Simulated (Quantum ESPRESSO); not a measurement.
## Calculated data, Ga₃GeN₄ (made-up cell), Al₃ZnN₃O (made-up cell), GaSi₆N (made-up cell)

All values are calculated (Quantum ESPRESSO 7.5). Calculation on a made-up crystal cell, not a measurement: periodic Kohn-Sham density functional theory in plane waves with PseudoDojo standard norm-conserving scalar-relativistic pseudopotentials, each functional with its own files (v0.5 for PBE, v0.4.1 for LDA and PBEsol), no spin polarisation, no spin-orbit coupling, atoms not relaxed, stress positive in tension, energies less a fixed whole-eV offset for each atom's element; levels are Kohn-Sham levels at fractions of this cell's reciprocal vectors, counted from the reference band (half the neutral cell's valence electrons, rounded up) at Gamma; error bars cover cutoff and k-mesh only, not smearing or the files; added strain carries the atoms with the cell, and shear is the tensor component; each bar is the largest change over components, and at least 0.002 eV, 0.002 eV per angstrom or 0.02 GPa; energies are for the whole cell, and the offsets were chosen from early runs and are not element reference energies.

Common to all runs: functional pbe; cutoff 1143 eV; scf tolerance 1e-07 eV; electrons removed 0.

(1) 
```cif
# cell vector a (Å): 3.2995 -0.0072 0.0380
# cell vector b (Å): -0.0124 5.5815 -0.0204
# cell vector c (Å): 0.0620 -0.0192 5.3006
data_Ga3GeN4
_symmetry_space_group_name_H-M 'P 1'
_symmetry_Int_Tables_number 1
_cell_length_a 3.2997
_cell_length_b 5.5816
_cell_length_c 5.3010
_cell_angle_alpha 90.418
_cell_angle_beta 88.670
_cell_angle_gamma 90.255
_cell_volume 97.60
loop_
_atom_site_label
_atom_site_type_symbol
_atom_site_fract_x
_atom_site_fract_y
_atom_site_fract_z
_atom_site_occupancy
Ge1 Ge 0.03619 0.99867 0.99958 1
Ga1 Ga 0.47510 0.48686 0.00581 1
Ga2 Ga 0.51603 0.14958 0.50344 1
Ga3 Ga 0.95822 0.66134 0.51398 1
N1 N 0.04143 0.03556 0.38304 1
N2 N 0.53910 0.52994 0.38570 1
N3 N 0.47573 0.15234 0.89847 1
N4 N 0.99445 0.65219 0.89852 1
_calc_lattice_type 'wurtzite'
_calc_fermi_dirac_smearing 0.1  # eV
_calc_added_strain_kind 'uniform'
_calc_added_strain 0.0179
_calc_k_mesh '7 x 6 x 6, shifted by half a step'
_calc_structure_shown 'before the added strain of 0.0179'
_calc_free_energy_less_offsets -0.3323  # eV
_calc_smearing_term_minus_ts -0.0504  # eV
_calc_scf_iterations 13
_calc_pressure -1.125  # GPa
_calc_stress_xx -6.822  # GPa
_calc_stress_yy 3.693  # GPa
_calc_stress_zz 6.504  # GPa
_calc_stress_yz -1.284  # GPa
_calc_stress_xz -1.541  # GPa
_calc_stress_xy -5.139  # GPa
_calc_fermi_level 2.573  # eV
_calc_reference_band 37
_calc_error_bar_energy 0.003994  # eV
_calc_error_bar_stress 0.04524  # GPa
_calc_error_bar_force 0.009247  # eV/angstrom
_calc_error_bar_next_band_up 0.002  # eV
_calc_error_bar_fermi_level 0.00572  # eV
_calc_error_bars_from 'tighter rerun of a related cell'
```

Atoms:
```csv
atoms element,atom site,atom energy offset (eV)
Ge,1,-2430
Ga,2,-2080
Ga,3,-2080
Ga,4,-2080
N,5,-283
N,6,-283
N,7,-283
N,8,-283
```

Forces:
```csv
site,x (eV/Å),y (eV/Å),z (eV/Å)
1,-2.442,-1.107,1.29
2,0.7065,0.6881,1.023
3,1.189,1.981,0.626
4,4.035,1.509,0.9991
5,-1.613,-1.899,-0.6447
6,-4.003,-2.401,-1.219
7,2.285,0.8176,-1.373
8,-0.1572,0.4103,-0.7017
```

Levels:
```csv
level k point,next band up (eV)
Gamma,2.012
"(1/2,1/2,1/2)",2.791
"(0.15,0,0)",3.048
"(0,0.15,0)",2.277
"(0,0,0.15)",2.132
```

(2) 
```cif
# cell vector a (Å): 3.2995 -0.0072 0.0380
# cell vector b (Å): -0.0124 5.5815 -0.0204
# cell vector c (Å): 0.0620 -0.0192 5.3006
data_Ga3GeN4
_symmetry_space_group_name_H-M 'P 1'
_symmetry_Int_Tables_number 1
_cell_length_a 3.2997
_cell_length_b 5.5816
_cell_length_c 5.3010
_cell_angle_alpha 90.418
_cell_angle_beta 88.670
_cell_angle_gamma 90.255
_cell_volume 97.60
loop_
_atom_site_label
_atom_site_type_symbol
_atom_site_fract_x
_atom_site_fract_y
_atom_site_fract_z
_atom_site_occupancy
Ge1 Ge 0.03619 0.99867 0.99958 1
Ga1 Ga 0.47510 0.48686 0.00581 1
Ga2 Ga 0.51603 0.14958 0.50344 1
Ga3 Ga 0.95822 0.66134 0.51398 1
N1 N 0.04143 0.03556 0.38304 1
N2 N 0.53910 0.52994 0.38570 1
N3 N 0.47573 0.15234 0.89847 1
N4 N 0.99445 0.65219 0.89852 1
_calc_lattice_type 'wurtzite'
_calc_fermi_dirac_smearing 0.1  # eV
_calc_added_strain_kind 'uniform'
_calc_added_strain 0.0247
_calc_k_mesh '7 x 6 x 6, shifted by half a step'
_calc_structure_shown 'before the added strain of 0.0247'
_calc_free_energy_less_offsets -0.3003  # eV
_calc_smearing_term_minus_ts -0.05044  # eV
_calc_scf_iterations 13
_calc_pressure -3.755  # GPa
_calc_stress_xx -3.215  # GPa
_calc_stress_yy 5.843  # GPa
_calc_stress_zz 8.637  # GPa
_calc_stress_yz -1.061  # GPa
_calc_stress_xz -1.255  # GPa
_calc_stress_xy -4.491  # GPa
_calc_fermi_level 2.569  # eV
_calc_reference_band 37
_calc_error_bar_energy 0.003994  # eV
_calc_error_bar_stress 0.04524  # GPa
_calc_error_bar_force 0.009247  # eV/angstrom
_calc_error_bar_next_band_up 0.002  # eV
_calc_error_bar_fermi_level 0.00572  # eV
_calc_error_bars_from 'tighter rerun of this cell'
```

Atoms:
```csv
atoms element,atom site,atom energy offset (eV)
Ge,1,-2430
Ga,2,-2080
Ga,3,-2080
Ga,4,-2080
N,5,-283
N,6,-283
N,7,-283
N,8,-283
```

Forces:
```csv
site,x (eV/Å),y (eV/Å),z (eV/Å)
1,-2.265,-1.031,1.243
2,0.6801,0.6812,0.9852
3,1.105,1.884,0.5536
4,3.798,1.39,0.919
5,-1.531,-1.808,-0.5749
6,-3.768,-2.278,-1.137
7,2.114,0.7825,-1.298
8,-0.1323,0.3779,-0.6913
```

Levels:
```csv
level k point,next band up (eV)
Gamma,2.008
"(1/2,1/2,1/2)",2.82
"(0.15,0,0)",3.035
"(0,0.15,0)",2.278
"(0,0,0.15)",2.13
```

(3) 
```cif
# cell vector a (Å): 3.1132 0.0000 0.0000
# cell vector b (Å): 0.0000 5.3923 0.0000
# cell vector c (Å): 0.0000 0.0000 5.0839
data_Al3ZnN3O
_symmetry_space_group_name_H-M 'P 1'
_symmetry_Int_Tables_number 1
_cell_length_a 3.1132
_cell_length_b 5.3923
_cell_length_c 5.0839
_cell_angle_alpha 90.000
_cell_angle_beta 90.000
_cell_angle_gamma 90.000
_cell_volume 85.34
loop_
_atom_site_label
_atom_site_type_symbol
_atom_site_fract_x
_atom_site_fract_y
_atom_site_fract_z
_atom_site_occupancy
Al1 Al 0.95500 0.00801 0.99821 1
Al2 Al 0.50437 0.49834 0.01875 1
Zn1 Zn 0.50315 0.17421 0.48431 1
Al3 Al 0.00128 0.67070 0.48425 1
N1 N 0.02640 0.98233 0.39139 1
N2 N 0.50263 0.49984 0.37678 1
O1 O 0.49502 0.16366 0.87051 1
N3 N 0.99952 0.68425 0.86652 1
_calc_lattice_type 'wurtzite'
_calc_fermi_dirac_smearing 0.025  # eV
_calc_added_strain_kind 'shear xy'
_calc_added_strain -0.0213
_calc_k_mesh '6 x 4 x 4, shifted by half a step'
_calc_structure_shown 'before the added strain of -0.0213'
_calc_free_energy_less_offsets -1.695  # eV
_calc_smearing_term_minus_ts 0  # eV
_calc_scf_iterations 12
_calc_pressure 8.259  # GPa
_calc_stress_xx -6.366  # GPa
_calc_stress_yy -16.38  # GPa
_calc_stress_zz -2.028  # GPa
_calc_stress_yz 1.695  # GPa
_calc_stress_xz -1.678  # GPa
_calc_stress_xy -7.156  # GPa
_calc_reference_band 25
_calc_error_bar_energy 0.002  # eV
_calc_error_bar_stress 0.022  # GPa
_calc_error_bar_force 0.002107  # eV/angstrom
_calc_error_bar_next_band_up 0.002  # eV
_calc_error_bars_from 'tighter rerun of a related cell'
```

Atoms:
```csv
atoms element,atom site,atom energy offset (eV)
Al,1,-64
Al,2,-64
Zn,3,-5687
Al,4,-64
N,5,-283
N,6,-283
O,7,-452
N,8,-283
```

Forces:
```csv
site,x (eV/Å),y (eV/Å),z (eV/Å)
1,1.389,-1.73,1.562
2,-0.3019,1.851,-1.72
3,1.42,-1.091,-0.5252
4,0.5026,-1.433,1.092
5,-1.931,1.287,-3.348
6,-0.5261,1.869,-0.6483
7,-0.6218,1.144,2.682
8,0.06918,-1.897,0.9057
```

Levels:
```csv
level k point,next band up (eV)
Gamma,0.8055
"(1/2,1/2,1/2)",2.356
"(0.15,0,0)",1.626
"(0,0.15,0)",1.156
"(0,0,0.15)",1.182
```

(4) 
```cif
# cell vector a (Å): 3.1132 0.0000 0.0000
# cell vector b (Å): 0.0000 5.3923 0.0000
# cell vector c (Å): 0.0000 0.0000 5.0839
data_Al3ZnN3O
_symmetry_space_group_name_H-M 'P 1'
_symmetry_Int_Tables_number 1
_cell_length_a 3.1132
_cell_length_b 5.3923
_cell_length_c 5.0839
_cell_angle_alpha 90.000
_cell_angle_beta 90.000
_cell_angle_gamma 90.000
_cell_volume 85.34
loop_
_atom_site_label
_atom_site_type_symbol
_atom_site_fract_x
_atom_site_fract_y
_atom_site_fract_z
_atom_site_occupancy
Al1 Al 0.95500 0.00801 0.99821 1
Al2 Al 0.50437 0.49834 0.01875 1
Zn1 Zn 0.50315 0.17421 0.48431 1
Al3 Al 0.00128 0.67070 0.48425 1
N1 N 0.02640 0.98233 0.39139 1
N2 N 0.50263 0.49984 0.37678 1
O1 O 0.49502 0.16366 0.87051 1
N3 N 0.99952 0.68425 0.86652 1
_calc_lattice_type 'wurtzite'
_calc_fermi_dirac_smearing 0.025  # eV
_calc_added_strain_kind 'shear xy'
_calc_added_strain -0.0091
_calc_k_mesh '6 x 4 x 4, shifted by half a step'
_calc_structure_shown 'before the added strain of -0.0091'
_calc_free_energy_less_offsets -1.767  # eV
_calc_smearing_term_minus_ts 0  # eV
_calc_scf_iterations 12
_calc_pressure 8.048  # GPa
_calc_stress_xx -6.159  # GPa
_calc_stress_yy -15.98  # GPa
_calc_stress_zz -2.004  # GPa
_calc_stress_yz 1.814  # GPa
_calc_stress_xz -1.295  # GPa
_calc_stress_xy -3.583  # GPa
_calc_reference_band 25
_calc_error_bar_energy 0.002  # eV
_calc_error_bar_stress 0.022  # GPa
_calc_error_bar_force 0.002107  # eV/angstrom
_calc_error_bar_next_band_up 0.002  # eV
_calc_error_bars_from 'tighter rerun of a related cell'
```

Atoms:
```csv
atoms element,atom site,atom energy offset (eV)
Al,1,-64
Al,2,-64
Zn,3,-5687
Al,4,-64
N,5,-283
N,6,-283
O,7,-452
N,8,-283
```

Forces:
```csv
site,x (eV/Å),y (eV/Å),z (eV/Å)
1,1.558,-1.775,1.63
2,-0.2756,1.902,-1.745
3,1.057,-1.202,-0.5837
4,0.2382,-1.43,1.061
5,-1.566,1.358,-3.284
6,-0.1901,1.893,-0.6238
7,-0.7986,1.206,2.63
8,-0.02321,-1.952,0.9168
```

Levels:
```csv
level k point,next band up (eV)
Gamma,0.7981
"(1/2,1/2,1/2)",2.373
"(0.15,0,0)",1.619
"(0,0.15,0)",1.152
"(0,0,0.15)",1.176
```

(5) 
```cif
# cell vector a (Å): 3.1132 0.0000 0.0000
# cell vector b (Å): 0.0000 5.3923 0.0000
# cell vector c (Å): 0.0000 0.0000 5.0839
data_Al3ZnN3O
_symmetry_space_group_name_H-M 'P 1'
_symmetry_Int_Tables_number 1
_cell_length_a 3.1132
_cell_length_b 5.3923
_cell_length_c 5.0839
_cell_angle_alpha 90.000
_cell_angle_beta 90.000
_cell_angle_gamma 90.000
_cell_volume 85.34
loop_
_atom_site_label
_atom_site_type_symbol
_atom_site_fract_x
_atom_site_fract_y
_atom_site_fract_z
_atom_site_occupancy
Al1 Al 0.95500 0.00801 0.99821 1
Al2 Al 0.50437 0.49834 0.01875 1
Zn1 Zn 0.50315 0.17421 0.48431 1
Al3 Al 0.00128 0.67070 0.48425 1
N1 N 0.02640 0.98233 0.39139 1
N2 N 0.50263 0.49984 0.37678 1
O1 O 0.49502 0.16366 0.87051 1
N3 N 0.99952 0.68425 0.86652 1
_calc_lattice_type 'wurtzite'
_calc_fermi_dirac_smearing 0.025  # eV
_calc_added_strain_kind 'shear xy'
_calc_added_strain -0.0017
_calc_k_mesh '6 x 4 x 4, shifted by half a step'
_calc_structure_shown 'before the added strain of -0.0017'
_calc_free_energy_less_offsets -1.787  # eV
_calc_smearing_term_minus_ts 0  # eV
_calc_scf_iterations 12
_calc_pressure 8.016  # GPa
_calc_stress_xx -6.164  # GPa
_calc_stress_yy -15.88  # GPa
_calc_stress_zz -2.007  # GPa
_calc_stress_yz 1.885  # GPa
_calc_stress_xz -1.072  # GPa
_calc_stress_xy -1.424  # GPa
_calc_reference_band 25
_calc_error_bar_energy 0.002  # eV
_calc_error_bar_stress 0.022  # GPa
_calc_error_bar_force 0.002107  # eV/angstrom
_calc_error_bar_next_band_up 0.002  # eV
_calc_error_bars_from 'tighter rerun of a related cell'
```

Atoms:
```csv
atoms element,atom site,atom energy offset (eV)
Al,1,-64
Al,2,-64
Zn,3,-5687
Al,4,-64
N,5,-283
N,6,-283
O,7,-452
N,8,-283
```

Forces:
```csv
site,x (eV/Å),y (eV/Å),z (eV/Å)
1,1.664,-1.809,1.676
2,-0.2609,1.924,-1.753
3,0.8423,-1.257,-0.6104
4,0.07823,-1.415,1.049
5,-1.351,1.388,-3.252
6,0.01317,1.896,-0.6178
7,-0.9092,1.252,2.592
8,-0.07736,-1.978,0.9178
```

Levels:
```csv
level k point,next band up (eV)
Gamma,0.7899
"(1/2,1/2,1/2)",2.373
"(0.15,0,0)",1.611
"(0,0.15,0)",1.145
"(0,0,0.15)",1.169
```

(6) 
```cif
# cell vector a (Å): 3.1132 0.0000 0.0000
# cell vector b (Å): 0.0000 5.3923 0.0000
# cell vector c (Å): 0.0000 0.0000 5.0839
data_Al3ZnN3O
_symmetry_space_group_name_H-M 'P 1'
_symmetry_Int_Tables_number 1
_cell_length_a 3.1132
_cell_length_b 5.3923
_cell_length_c 5.0839
_cell_angle_alpha 90.000
_cell_angle_beta 90.000
_cell_angle_gamma 90.000
_cell_volume 85.34
loop_
_atom_site_label
_atom_site_type_symbol
_atom_site_fract_x
_atom_site_fract_y
_atom_site_fract_z
_atom_site_occupancy
Al1 Al 0.95500 0.00801 0.99821 1
Al2 Al 0.50437 0.49834 0.01875 1
Zn1 Zn 0.50315 0.17421 0.48431 1
Al3 Al 0.00128 0.67070 0.48425 1
N1 N 0.02640 0.98233 0.39139 1
N2 N 0.50263 0.49984 0.37678 1
O1 O 0.49502 0.16366 0.87051 1
N3 N 0.99952 0.68425 0.86652 1
_calc_lattice_type 'wurtzite'
_calc_fermi_dirac_smearing 0.025  # eV
_calc_added_strain_kind 'shear xy'
_calc_added_strain 0.0061
_calc_k_mesh '6 x 4 x 4, shifted by half a step'
_calc_structure_shown 'before the added strain of 0.0061'
_calc_free_energy_less_offsets -1.79  # eV
_calc_smearing_term_minus_ts 0  # eV
_calc_scf_iterations 12
_calc_pressure 8.06  # GPa
_calc_stress_xx -6.278  # GPa
_calc_stress_yy -15.88  # GPa
_calc_stress_zz -2.025  # GPa
_calc_stress_yz 1.958  # GPa
_calc_stress_xz -0.8462  # GPa
_calc_stress_xy 0.8549  # GPa
_calc_reference_band 25
_calc_error_bar_energy 0.002  # eV
_calc_error_bar_stress 0.022  # GPa
_calc_error_bar_force 0.002107  # eV/angstrom
_calc_error_bar_next_band_up 0.002  # eV
_calc_error_bars_from 'tighter rerun of this cell'
```

Atoms:
```csv
atoms element,atom site,atom energy offset (eV)
Al,1,-64
Al,2,-64
Zn,3,-5687
Al,4,-64
N,5,-283
N,6,-283
O,7,-452
N,8,-283
```

Forces:
```csv
site,x (eV/Å),y (eV/Å),z (eV/Å)
1,1.78,-1.854,1.729
2,-0.2451,1.942,-1.757
3,0.6183,-1.305,-0.6321
4,-0.08893,-1.39,1.042
5,-1.126,1.41,-3.223
6,0.226,1.889,-0.6184
7,-1.031,1.307,2.545
8,-0.1338,-1.999,0.9145
```

Levels:
```csv
level k point,next band up (eV)
Gamma,0.7783
"(1/2,1/2,1/2)",2.363
"(0.15,0,0)",1.6
"(0,0.15,0)",1.134
"(0,0,0.15)",1.158
```

(7) 
```cif
# cell vector a (Å): 3.1132 0.0000 0.0000
# cell vector b (Å): 0.0000 5.3923 0.0000
# cell vector c (Å): 0.0000 0.0000 5.0839
data_Al3ZnN3O
_symmetry_space_group_name_H-M 'P 1'
_symmetry_Int_Tables_number 1
_cell_length_a 3.1132
_cell_length_b 5.3923
_cell_length_c 5.0839
_cell_angle_alpha 90.000
_cell_angle_beta 90.000
_cell_angle_gamma 90.000
_cell_volume 85.34
loop_
_atom_site_label
_atom_site_type_symbol
_atom_site_fract_x
_atom_site_fract_y
_atom_site_fract_z
_atom_site_occupancy
Al1 Al 0.95500 0.00801 0.99821 1
Al2 Al 0.50437 0.49834 0.01875 1
Zn1 Zn 0.50315 0.17421 0.48431 1
Al3 Al 0.00128 0.67070 0.48425 1
N1 N 0.02640 0.98233 0.39139 1
N2 N 0.50263 0.49984 0.37678 1
O1 O 0.49502 0.16366 0.87051 1
N3 N 0.99952 0.68425 0.86652 1
_calc_lattice_type 'wurtzite'
_calc_fermi_dirac_smearing 0.025  # eV
_calc_added_strain_kind 'shear xy'
_calc_added_strain 0.0099
_calc_k_mesh '6 x 4 x 4, shifted by half a step'
_calc_structure_shown 'before the added strain of 0.0099'
_calc_free_energy_less_offsets -1.784  # eV
_calc_smearing_term_minus_ts 0  # eV
_calc_scf_iterations 12
_calc_pressure 8.109  # GPa
_calc_stress_xx -6.377  # GPa
_calc_stress_yy -15.91  # GPa
_calc_stress_zz -2.038  # GPa
_calc_stress_yz 1.989  # GPa
_calc_stress_xz -0.7404  # GPa
_calc_stress_xy 1.959  # GPa
_calc_reference_band 25
_calc_error_bar_energy 0.002  # eV
_calc_error_bar_stress 0.022  # GPa
_calc_error_bar_force 0.002107  # eV/angstrom
_calc_error_bar_next_band_up 0.002  # eV
_calc_error_bars_from 'tighter rerun of a related cell'
```

Atoms:
```csv
atoms element,atom site,atom energy offset (eV)
Al,1,-64
Al,2,-64
Zn,3,-5687
Al,4,-64
N,5,-283
N,6,-283
O,7,-452
N,8,-283
```

Forces:
```csv
site,x (eV/Å),y (eV/Å),z (eV/Å)
1,1.838,-1.879,1.756
2,-0.2372,1.949,-1.757
3,0.5111,-1.32,-0.6406
4,-0.1689,-1.375,1.041
5,-1.018,1.416,-3.211
6,0.3281,1.878,-0.6207
7,-1.092,1.336,2.52
8,-0.1612,-2.006,0.9115
```

Levels:
```csv
level k point,next band up (eV)
Gamma,0.7716
"(1/2,1/2,1/2)",2.356
"(0.15,0,0)",1.593
"(0,0.15,0)",1.128
"(0,0,0.15)",1.151
```

(8) 
```cif
# cell vector a (Å): 3.1132 0.0000 0.0000
# cell vector b (Å): 0.0000 5.3923 0.0000
# cell vector c (Å): 0.0000 0.0000 5.0839
data_Al3ZnN3O
_symmetry_space_group_name_H-M 'P 1'
_symmetry_Int_Tables_number 1
_cell_length_a 3.1132
_cell_length_b 5.3923
_cell_length_c 5.0839
_cell_angle_alpha 90.000
_cell_angle_beta 90.000
_cell_angle_gamma 90.000
_cell_volume 85.34
loop_
_atom_site_label
_atom_site_type_symbol
_atom_site_fract_x
_atom_site_fract_y
_atom_site_fract_z
_atom_site_occupancy
Al1 Al 0.95500 0.00801 0.99821 1
Al2 Al 0.50437 0.49834 0.01875 1
Zn1 Zn 0.50315 0.17421 0.48431 1
Al3 Al 0.00128 0.67070 0.48425 1
N1 N 0.02640 0.98233 0.39139 1
N2 N 0.50263 0.49984 0.37678 1
O1 O 0.49502 0.16366 0.87051 1
N3 N 0.99952 0.68425 0.86652 1
_calc_lattice_type 'wurtzite'
_calc_fermi_dirac_smearing 0.025  # eV
_calc_added_strain_kind 'shear xy'
_calc_added_strain 0.0121
_calc_k_mesh '6 x 4 x 4, shifted by half a step'
_calc_structure_shown 'before the added strain of 0.0121'
_calc_free_energy_less_offsets -1.778  # eV
_calc_smearing_term_minus_ts 0  # eV
_calc_scf_iterations 12
_calc_pressure 8.148  # GPa
_calc_stress_xx -6.448  # GPa
_calc_stress_yy -15.95  # GPa
_calc_stress_zz -2.048  # GPa
_calc_stress_yz 2.012  # GPa
_calc_stress_xz -0.6794  # GPa
_calc_stress_xy 2.61  # GPa
_calc_reference_band 25
_calc_error_bar_energy 0.002  # eV
_calc_error_bar_stress 0.022  # GPa
_calc_error_bar_force 0.002107  # eV/angstrom
_calc_error_bar_next_band_up 0.002  # eV
_calc_error_bars_from 'tighter rerun of a related cell'
```

Atoms:
```csv
atoms element,atom site,atom energy offset (eV)
Al,1,-64
Al,2,-64
Zn,3,-5687
Al,4,-64
N,5,-283
N,6,-283
O,7,-452
N,8,-283
```

Forces:
```csv
site,x (eV/Å),y (eV/Å),z (eV/Å)
1,1.874,-1.895,1.773
2,-0.2323,1.952,-1.756
3,0.4474,-1.331,-0.6442
4,-0.2173,-1.364,1.041
5,-0.9542,1.417,-3.204
6,0.3889,1.875,-0.6233
7,-1.13,1.356,2.505
8,-0.1769,-2.01,0.9092
```

Levels:
```csv
level k point,next band up (eV)
Gamma,0.7674
"(1/2,1/2,1/2)",2.35
"(0.15,0,0)",1.589
"(0,0.15,0)",1.124
"(0,0,0.15)",1.147
```

(9) 
```cif
# cell vector a (Å): 3.1132 0.0000 0.0000
# cell vector b (Å): 0.0000 5.3923 0.0000
# cell vector c (Å): 0.0000 0.0000 5.0839
data_Al3ZnN3O
_symmetry_space_group_name_H-M 'P 1'
_symmetry_Int_Tables_number 1
_cell_length_a 3.1132
_cell_length_b 5.3923
_cell_length_c 5.0839
_cell_angle_alpha 90.000
_cell_angle_beta 90.000
_cell_angle_gamma 90.000
_cell_volume 85.34
loop_
_atom_site_label
_atom_site_type_symbol
_atom_site_fract_x
_atom_site_fract_y
_atom_site_fract_z
_atom_site_occupancy
Al1 Al 0.95500 0.00801 0.99821 1
Al2 Al 0.50437 0.49834 0.01875 1
Zn1 Zn 0.50315 0.17421 0.48431 1
Al3 Al 0.00128 0.67070 0.48425 1
N1 N 0.02640 0.98233 0.39139 1
N2 N 0.50263 0.49984 0.37678 1
O1 O 0.49502 0.16366 0.87051 1
N3 N 0.99952 0.68425 0.86652 1
_calc_lattice_type 'wurtzite'
_calc_fermi_dirac_smearing 0.025  # eV
_calc_added_strain_kind 'shear xy'
_calc_added_strain 0.0205
_calc_k_mesh '6 x 4 x 4, shifted by half a step'
_calc_structure_shown 'before the added strain of 0.0205'
_calc_free_energy_less_offsets -1.742  # eV
_calc_smearing_term_minus_ts 0  # eV
_calc_scf_iterations 12
_calc_pressure 8.349  # GPa
_calc_stress_xx -6.792  # GPa
_calc_stress_yy -16.16  # GPa
_calc_stress_zz -2.095  # GPa
_calc_stress_yz 2.082  # GPa
_calc_stress_xz -0.4538  # GPa
_calc_stress_xy 5.058  # GPa
_calc_reference_band 25
_calc_error_bar_energy 0.002  # eV
_calc_error_bar_stress 0.022  # GPa
_calc_error_bar_force 0.002107  # eV/angstrom
_calc_error_bar_next_band_up 0.002  # eV
_calc_error_bars_from 'tighter rerun of a related cell'
```

Atoms:
```csv
atoms element,atom site,atom energy offset (eV)
Al,1,-64
Al,2,-64
Zn,3,-5687
Al,4,-64
N,5,-283
N,6,-283
O,7,-452
N,8,-283
```

Forces:
```csv
site,x (eV/Å),y (eV/Å),z (eV/Å)
1,2.008,-1.956,1.838
2,-0.2135,1.959,-1.749
3,0.2117,-1.354,-0.6545
4,-0.3962,-1.321,1.045
5,-0.7181,1.418,-3.183
6,0.6165,1.844,-0.6367
7,-1.27,1.429,2.443
8,-0.2376,-2.018,0.897
```

Levels:
```csv
level k point,next band up (eV)
Gamma,0.7497
"(1/2,1/2,1/2)",2.325
"(0.15,0,0)",1.571
"(0,0.15,0)",1.106
"(0,0,0.15)",1.13
```

(10) 
```cif
# cell vector a (Å): 5.4305 0.0009 -0.0170
# cell vector b (Å): 0.0009 5.5080 0.0281
# cell vector c (Å): -0.0170 0.0281 5.4387
data_GaSi6N
_symmetry_space_group_name_H-M 'P 1'
_symmetry_Int_Tables_number 1
_cell_length_a 5.4305
_cell_length_b 5.5081
_cell_length_c 5.4388
_cell_angle_alpha 89.412
_cell_angle_beta 90.358
_cell_angle_gamma 89.982
_cell_volume 162.67
loop_
_atom_site_label
_atom_site_type_symbol
_atom_site_fract_x
_atom_site_fract_y
_atom_site_fract_z
_atom_site_occupancy
Si1 Si 0.00827 0.99889 0.00746 1
Si2 Si 0.00607 0.51196 0.48427 1
Si3 Si 0.47857 0.98746 0.49177 1
Si4 Si 0.51035 0.52058 0.00005 1
Si5 Si 0.22197 0.22320 0.26019 1
Ga1 Ga 0.25149 0.73233 0.75097 1
Si6 Si 0.75712 0.22697 0.75058 1
N1 N 0.75689 0.74844 0.25240 1
_calc_lattice_type 'zincblende/diamond'
_calc_fermi_dirac_smearing 0.1  # eV
_calc_added_strain_kind 'uniform'
_calc_added_strain -0.0192
_calc_k_mesh '6 x 6 x 6, shifted by half a step'
_calc_structure_shown 'before the added strain of -0.0192'
_calc_stress_xz ?
_calc_stress_xy ?
_calc_stress_xx ?
```

Atoms:
```csv
atoms element,atom site,atom energy offset (eV)
Si,1,-115
Si,2,-115
Si,3,-115
Si,4,-115
Si,5,-115
Ga,6,-2080
Si,7,-115
N,8,-283
```

**Q.** Give the missing stress xz for GaSi₆N (made-up cell) (entry 10).
**A.** -4.456 GPa

**Q.** Give the missing stress xy for GaSi₆N (made-up cell) (entry 10).
**A.** 1.17 GPa

**Q.** GaSi₆N (made-up cell) (entry 10): stress xx?
**A.** 1.222 GPa

**Q.** Give the table of forces values for GaSi₆N (made-up cell) (entry 10).
**A.** 
Forces:
```csv
site,x (eV/Å),y (eV/Å),z (eV/Å)
1,-1.97,-2.629,-0.407
2,-2.533,0.1281,-0.6624
3,2.681,-0.6514,-0.06801
4,1.918,-1.366,2.081
5,1.709,2.6,-0.2358
6,-0.7085,0.9187,0.1704
7,-0.8887,1.433,-0.5915
8,-0.2066,-0.4342,-0.2868
```

Further results for GaSi₆N (made-up cell) (entry 10):

* free energy less offsets: 2.606 eV
* smearing term minus ts: -0.07224 eV
* scf iterations: 11
* pressure: -0.8122 GPa
* stress yy: 1.165 GPa
* stress zz: 0.04965 GPa
* stress yz: -0.0564 GPa
* fermi level: -0.1701 eV
* reference band: 21
* error bar energy: 0.00315 eV
* error bar stress: 0.0292 GPa
* error bar force: 0.007676 eV/Å
* error bar next band up: 0.002 eV
* error bar fermi level: 0.01351 eV
* error bars from: tighter rerun of a related cell

Levels:
```csv
level k point,next band up (eV)
Gamma,0.2939
"(1/2,1/2,1/2)",-0.103
"(0.15,0,0)",-0.02336
"(0,0.15,0)",-0.01236
"(0,0,0.15)",-0.003089
```
